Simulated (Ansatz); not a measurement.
InAg3 (Cu3Au type, Pm-3m) at seven volumes, r²SCAN in the plane-wave PAW code Ansatz, scaled uniformly. One row is withheld.

| V (Å³/atom) | P (GPa) |
|---|---|
| 16.687 | 11.40 |
| 17.238 | 6.77 |
| 17.788 | 3.01 |
| 18.338 | 0.00 |
| 18.888 | -2.43 |
| 19.438 | -4.42 |
| 19.988 | ? |

Problem. Fit the shown pressures and predict the withheld one.

Solution. P = (3/2)B₀(x^(7/2) − x^(5/2))[1 + (3/4)(B′ − 4)(x − 1)] with x = (V₀/V)^(2/3). Least squares on the six rows gives V₀ = 18.337 Å³/atom, B₀ = 90.6 GPa, B′ = 6.15. At V = 19.988, x = 0.9441 and P = -5.98 GPa. The run itself gave -6.07 GPa.

The workflow started from an entry of the Crystallography Open Database (COD). Its standing as an ambient phase is unchecked. Symmetry was held in the r²SCAN relaxation; its stability against distortions is not shown here. The run is not spin-polarised.

Potentials: the later of the program's two PAW sets.
